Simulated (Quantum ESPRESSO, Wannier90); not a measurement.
**YSi2 (P6/mmm): Wannier90 run**

```
begin unit_cell_cart
ang
    4.0754900550    0.0000000000    0.0000000000
   -2.0377450275    3.5294779205    0.0000000000
    0.0000000000    0.0000000000    3.9901300000
end unit_cell_cart
begin atoms_frac
Y    0.0000000000  0.0000000000  0.0000000000
Si   0.3333333333 -0.3333333333  0.5000000000
Si  -0.3333333333  0.3333333333  0.5000000000
end atoms_frac
```

Cell from Materials Project (mp-2568), symmetrised, no further relaxation. COD (Crystallography Open Database) has an entry of this formula and space group (matched by these alone). Method: PBEsol plane waves in Quantum ESPRESSO 7.5 (PseudoDojo norm-conserving files, 58 Ry, no spin polarisation, no spin-orbit coupling), Bloch states on a 6×6×6 mesh through Γ, Wannier90 4.0.1. Density: 12×12×8 mesh, cold smearing 0.01 Ry.

Functional, cutoff and mesh named above are those of the base row (1); the first column says what each row takes instead. Model: 17 functions from bands 5-31, start hydrogen-like Y: s;p;d; Si: s;p, disentangled but not localised (num_iter = 0), frozen window tied to the conduction edge or Fermi level of each row, as listed, which moves Ω_I and hoppings a little by itself. Energies are relative to the Fermi level; the misfit is to pw.x on a path, for states up to 1.0 eV relative to the Fermi level. The lattice is scaled uniformly, fractional positions fixed. The disentangled Ω_I can sit in another minimum from row to row.

```tsv
scale	frozen to (eV)	Ω_I (Å²)	rms misfit (meV)	bottom of band 5 (eV)	on-site Y1 pz minus Y1 s (eV)	hopping modulus Si2 py – Si3 py, R = 1 0 0 (eV)	hopping modulus Si2 s – Si3 py, R = 1 0 0 (eV)	hopping modulus Si2 s – Si3 s, R = 1 0 0 (eV)	hopping modulus Y1 pz – Y1 dz2, R = 0 0 1 (eV)
0.95	1.50	24.18	25	-13.01	4.28	3.537	3.014	1.876	1.389
0.975	1.50	24.51	21	-12.54	4.24	3.363	2.812	1.734	1.261
1	1.50	24.95	19	-12.08	4.19	3.197	2.621	1.603	1.139
1.025	1.50	25.26	15	-11.64	4.15	3.031	2.440	1.476	1.031
1.05	1.50	25.58	13	-11.23	4.08	2.877	2.273	1.360	0.932
```
